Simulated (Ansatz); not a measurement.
# Property card for AlRu2C

AlRu$_{2}$C:
```xyz
8
Lattice="2.8789 0.0000 0.0000 -1.4395 2.4932 0.0000 0.0000 0.0000 13.3565" Properties=species:S:1:pos:R:3 pbc="T T T"
Al     1.4395     0.8311     3.3391
Al     0.0000     1.6621    10.0174
Ru     0.0000     1.6621     5.3966
Ru     1.4395     0.8311     7.9599
Ru     1.4395     0.8311    12.0748
Ru     0.0000     1.6621     1.2817
C      0.0000     0.0000     6.6782
C      0.0000     0.0000     0.0000
```

Space group P6_3/mmc (No. 194); conventional cell a = b = 2.879 Å, c = 13.356 Å, α = β = 90.00°, γ = 120.00°.

Method: plane-wave PAW r²SCAN (Ansatz code). Structure relaxed to zero pressure with the same functional. Other levels are named where they apply.

**Cell and energy**

```
Item                                                           Value
-----------------------------------------------------  -------------
Volume per atom                                             11.98 Å³
Density                                                   8.35 g/cm³
Formation energy from the elements (no fitted shifts)  0.037 eV/atom
```

**Electronic structure**

```
Item                                                                         Value
------------------------------------  --------------------------------------------
Electronic character                                             metallic (no gap)
Density of states at the Fermi level  0.69 states/eV per atom (mean over ±0.08 eV)
Gap with spin–orbit coupling                                       none (metallic)
```

**Mechanics**

```
Quantity                                                                                       Value
--------------------------------------------  ------------------------------------------------------
Elastic constants (relaxed ions, GPa)         C11 = 306, C12 = 151, C13 = 192, C33 = 455, C44 = 70.2
Mechanical stability                                          stable (all eigenvalues of C positive)
Hill bulk and shear moduli                                                          231 and 78.0 GPa
Young's modulus                                                                              210 GPa
Poisson's ratio                                                                                 0.35
Debye temperature from the elastic constants                                                   447 K
```

The start of the workflow was typed in or built on a structure type; neither database checked (COD, Materials Project) lists it. Its standing as an ambient phase is unchecked. Symmetry was held in the r²SCAN relaxation; whether a distortion lowers the energy is not shown. No spin polarisation was allowed. As this level gives no gap, shear constants depend on the k-mesh and smearing (Fermi–Dirac, 0.1 eV here). On the denser mesh and wider smearing of the elastic run this cell carries a stress of 0.4 GPa. The references are the lowest solids computed at this level, not always the standard phases. Spin–orbit coupling is left out wherever it is not named.

Potentials: the earlier of the program's two PAW sets.
